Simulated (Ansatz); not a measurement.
Ge2BN:
```
CELL_PARAMETERS angstrom
      1.66627     0.96202     5.46997
     -1.66627     0.96202     5.46997
      0.00000    -1.92404     5.46997
ATOMIC_POSITIONS crystal
  B  0.98673 0.98673 0.98673
  N  0.89015 0.89015 0.89015
  Ge 0.51075 0.51075 0.51075
  Ge 0.36233 0.36233 0.36233
```

Relaxed with r²SCAN+D4. Special points in fractions of this cell's reciprocal vectors: Γ (0.000, 0.000, 0.000); T (0.500, 0.500, 0.500); H2 (0.813, 0.187, 0.500); H0 (0.500, -0.187, 0.187); L (0.500, 0.000, 0.000); S0 (0.344, -0.344, 0.000); S2 (0.656, 0.000, 0.344); F (0.500, 0.000, 0.500).

List the band energies nearest the Fermi level at these points for plane-wave PAW r²SCAN+D4 (Ansatz code).

In eV from the Fermi level; about four levels below and three above (degenerate sets whole), none deeper than 8.9 eV; points with the same levels are listed once.

```json
[
 {"k": "Γ", "below": "-4.97 -4.97 -2.69 -2.00", "above": "1.12 1.12 4.10 4.10"},
 {"k": "T", "below": "-5.99 -4.94 -4.94 -0.12", "above": "0.74 0.74 3.52"},
 {"k": "H2", "below": "-7.28 -5.36 -4.69 -2.99", "above": "1.54 2.19 3.29"},
 {"k": "L", "below": "-6.47 -6.16 -5.29 -1.61", "above": "0.62 3.22 4.08"},
 {"k": "S0", "below": "-7.40 -5.28 -4.90 -3.05", "above": "1.44 2.82 3.10"},
 {"k": "F", "below": "-5.38 -2.41 -1.08 -0.57", "above": "1.03 3.45 4.58"}
]
```

Space group R3m. The start of the workflow was typed in or built on a structure type; neither database checked (COD, Materials Project) lists it. Whether it is the stable phase at ambient conditions was not checked. The r²SCAN+D4 relaxation kept the symmetry of its start; whether a distortion lowers the energy is not shown. Its formation energy is positive at this level, so the cell may be metastable or incomplete. Scalar-relativistic: spin–orbit coupling is off unless named, which matters more the heavier the elements.

Potentials: the earlier of the program's two PAW sets.
